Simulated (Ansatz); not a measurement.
Input:

CuPd in space group R-3m (No. 166; Cu on 3a, Pd on 3b), a = b = 2.7068 Å, c = 12.6423 Å, α = β = 90.00°, γ = 120.00°; the cell used has 2 atoms.

This is the r²SCAN-relaxed structure.

Problem. All from plane-wave PAW r²SCAN (Ansatz code), unless another level is named. Estimate the formation energy from the elements (no fitted shifts).

Solution. -0.088 eV/atom.

Problem. And the density of states at the Fermi level?

Solution. 0.46 states/eV per atom (mean over ±0.08 eV).

The first step of the workflow began from a Materials Project structure, measured or hypothetical; the Crystallography Open Database copy checked does not list it. COD files the formula under space group No. 221. With Cu and Pd taken as one species the cell has the higher symmetry Fm-3m, so it may be an ordered model of a mixed-site phase. Its standing as an ambient phase is unchecked. The cell was relaxed with r²SCAN under the symmetry of its start; its stability against distortions is not shown here. The run is not spin-polarised. Axis ratios of metals converge slowly with the k-mesh, so a and c are less sure than the volume. The references are the lowest solids computed at this level, not always the standard phases. Spin–orbit coupling is left out wherever it is not named.

Potentials: the later of the program's two PAW sets.
